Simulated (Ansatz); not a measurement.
Relaxed-ion elastic tensor of Ti (fcc (Cu type), Fm-3m) in GPa (Voigt order), r²SCAN+D4 in the plane-wave PAW code Ansatz; density 4.60 g/cm³, 17.27 Å³ per atom.

```
 131   103   103   0.0   0.0   0.0
 103   131   103   0.0   0.0   0.0
 103   103   131   0.0   0.0   0.0
 0.0   0.0   0.0  68.6   0.0   0.0
 0.0   0.0   0.0   0.0  68.6   0.0
 0.0   0.0   0.0   0.0   0.0  68.6
```

Q: Is the crystal mechanically stable?

A: Yes: the smallest eigenvalue of C is 27.8 GPa.

Q: Work out the Voigt, Reuss and Hill averages.

A: K_V = 113, K_R = 113, K_H = 113; G_V = 46.7, G_R = 26.7, G_H = 36.7 GPa.

Q: Give Young's modulus, Poisson's ratio, Pugh's ratio and the universal anisotropy index.

A: E = 9KG/(3K + G) = 99.3 GPa; ν = 0.35; K/G = 3.07 (ductile by the Pugh limit of 1.75); A_U = 5G_V/G_R + K_V/K_R − 6 = 3.76.

Q: Estimate the sound speeds and the Debye temperature.

A: v_l = √((K + 4G/3)/ρ) = 5920 m/s, v_t = √(G/ρ) = 2820 m/s, mean 3180 m/s; Θ = (h/k)(3n/4πV)^(1/3) v_m = 366 K.

Q: Give the Zener ratio and Young's modulus along [100], [110] and [111].

A: A = 2C44/(C11 − C12) = 4.93; 1/E = S11 − 2(S11 − S12 − S44/2)Γ with Γ = 0, 1/4, 1/3 gives 40.1, 94.2, 171 GPa.

Q: Solve the Christoffel equation for the three sound speeds along [100], [110], [111].

A: Eigenvalues of C_ijkl n_j n_l equal ρv². In km/s, slowest first: [100] 3.86, 3.86, 5.34; [110] 1.74, 3.86, 6.35; [111] 2.64, 2.64, 6.66.

The workflow started from an entry of the Crystallography Open Database (COD), which files this formula under 3 space groups. It is not the phase usual at ambient conditions (space group No. 194). The r²SCAN+D4 relaxation kept the symmetry of its start; its stability against distortions is not shown here. No spin polarisation was allowed. The pairwise dispersion correction was not fitted to metals. As this level gives no gap, shear constants depend on the k-mesh and smearing (Fermi–Dirac, 0.1 eV here).

Potentials: the later of the program's two PAW sets.
